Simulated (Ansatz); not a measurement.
A single-point calculation of BBi built on the rocksalt prototype with Ansatz, at the level HSE06. The cell was relaxed beforehand with r2SCAN.

```yaml
crystal:
  lattice:
    - [0.0, 2.6268329306, 2.6268329306]
    - [2.6268329306, 0.0, 2.6268329306]
    - [2.6268329306, 2.6268329306, 0.0]
  atoms:
    - { symbol: B, position: [0.0, 0.0, 0.0] }
    - { symbol: Bi, position: [0.5, 0.5, 0.5] }
kpoints:
  mp_grid: { grid: [6, 6, 6] }
hamiltonian:
  xc: hse06
scf:
  occupations: { method: fermi_dirac, width: 0.02 }
  n_extra_bands: 4
output:
  forces: true
  stress: true
  eigenvalues: true
```

The output follows, shortened, with numbered blanks.
```
Functional definition: HSE06
Crystal: 2 atoms, lattice volume = 36.252 Å³
Basis set: ecut = 420 eV, 725 PW (Γ)
Bands: 13, of which v1, the nominal top of the filled ones, is band 9 counted from 1 (8 counted from 0)
Symmetry: 48 space group operations
Space group: Fm-3m (ITA 225)
k-points: 16 of 216
[warm-up without exact exchange]
SCF 1 converged in 6 iterations: F = -12550.042762 eV  dr2 = 1.16e-10
[exact exchange on]
Exchange kernel: α = 0.2500, screened, ω = 0.2079 Å⁻¹, Wigner–Seitz truncation, v(0) = 1046.1114 eV·Å³, q-mesh 6×6×6
SCF 2 stopped early in 4 iterations: F = -12553.692341 eV  dr2 = 1.28e-6
hybrid outer 1: dexx = +2.995e-3 eV, tail = 8.48e-6 eV
SCF 3 converged in 3 iterations: F = -12553.692321 eV  dr2 = 3.33e-9
hybrid outer 2: dexx = +1.000e-7 eV, tail = 8.74e-9 eV, Δε = 8.94e-4 eV
hybrid SCF converged: 2 outer / 7 inner (+6 warm-up)
Free energy (F): -12553.692321 eV
Internal energy: -12553.690278 eV  (E = F + TS)
E sigma→0 (E₀):  -12553.691299 eV
Entropy (-TS):   -0.002043 eV (-1.021 meV/atom)
[1]
--- Stress (GPa, compression-positive) ---
       -1.341718       0.000000       0.000000
        0.000000      -1.341718       0.000000
        0.000000       0.000000      -1.341718
  P = ⅓ Tr σ = -1.3417 GPa (-13.417 kbar)
--- Band table (eV; the first three rows and the last of 16) ---
[2]
```

The rows of the band table are 0: (0, 0, 0) = Γ, 1: (0, 0, 1/6), 2: (0, 0, 1/3), 15: (1/6, -1/2, -1/3).

**Question.** Give the withheld lines. They hold the Fermi energy and the band table.

**Answer.**
```
[1]
Fermi energy:    12.092476 eV
[2]
  k-point 0: bands = […, -12.8557, -12.8557, -3.7276, 11.9718, 11.9718, 11.9718, 12.3633, 19.5024, 19.5024, 19.5024]
  k-point 1: bands = […, -12.8468, -12.8468, -3.2459, 8.5331, 12.0975, 12.0975, 14.4640, 17.8008, 17.8800, 17.8800]
  k-point 2: bands = […, -12.8075, -12.8075, -1.8563, 4.7435, 12.5786, 12.5786, 15.0725, 15.5866, 15.5866, 16.2346]
  k-point 15: bands = […, -12.8036, -12.7628, 0.8582, 5.1863, 5.7419, 7.4784, 12.6133, 18.2607, 18.3565, 21.3390]
```
The trailing digits, and the zero of the energies, depend on the potentials and thresholds.

HSE06 gives no gap: the lowest nominally empty band dips 4.67 eV below the top of the last filled one (its bottom at X, the top at K–Γ (0.56 of the way from K)), so the cell is a metal or semimetal at this level. (A hybrid can keep a metallic filling that it started from; no other start was tried.) The gap is the least over the mesh and the extra points. At this geometry HSE06 finds -1.3 GPa, compression counted positive: its own equilibrium volume is smaller. The stress of a hybrid is loosely converged here.

Command: `ansatz run input.yaml --threads 2 --pin off --max-ram 2211MiB --backend cpu --events-out ev --progress --plain --runs-dir out`. It took 28 s on 2 threads of Arm Neoverse N1, with other jobs on the host, load about 0.9 per core; peak host memory 1.1 GiB.

(Calculated; spin-unpolarised; the phase may be known or hypothetical.)

No spin-orbit coupling is included; it can move band edges with weight on the heavy atoms by tenths of an eV.

Where bands overlap, v1 and c1 are numbered by the electron count and aren't everywhere filled or empty.

The meshes of the hybrids are coarse, so their gaps aren't converged to the digits shown.
